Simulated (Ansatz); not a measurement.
Cu (dhcp (α-La type), space group No. 194) at seven volumes, the program Ansatz at the PBEsol level (PAW), shape and atoms relaxed at each. One row is withheld.

```json
[
 {"V (Å³/atom)": "10.294", "P (GPa)": "19.94"},
 {"V (Å³/atom)": "10.634", "P (GPa)": "?"},
 {"V (Å³/atom)": "10.973", "P (GPa)": "5.48"},
 {"V (Å³/atom)": "11.312", "P (GPa)": "-0.02"},
 {"V (Å³/atom)": "11.652", "P (GPa)": "-4.62"},
 {"V (Å³/atom)": "11.991", "P (GPa)": "-8.46"},
 {"V (Å³/atom)": "12.330", "P (GPa)": "-11.65"}
]
```

### Question
Fit the shown pressures and predict the withheld one.

### Answer
Third-order Birch–Murnaghan: P = (3/2)B₀(x^(7/2) − x^(5/2))[1 + (3/4)(B′ − 4)(x − 1)] with x = (V₀/V)^(2/3). Least squares on the six rows gives V₀ = 11.311 Å³/atom, B₀ = 167.4 GPa, B′ = 4.98. At V = 10.634, x = 1.0420 and P = 12.05 GPa. The run itself gave 12.06 GPa.

Space group P6_3/mmc (dhcp (α-La type)). The first step of the workflow began from a Materials Project structure, measured or hypothetical; the Crystallography Open Database copy checked does not list it. It is not the phase usual at ambient conditions (space group No. 225). The PBEsol relaxation kept the symmetry of its start; its stability against distortions is not shown here. No spin polarisation was allowed.

Potentials: the earlier of the program's two PAW sets. The files were generated under PBE; for other functionals the program regenerates the frozen cores, and for LDA and PBEsol the local potential too.
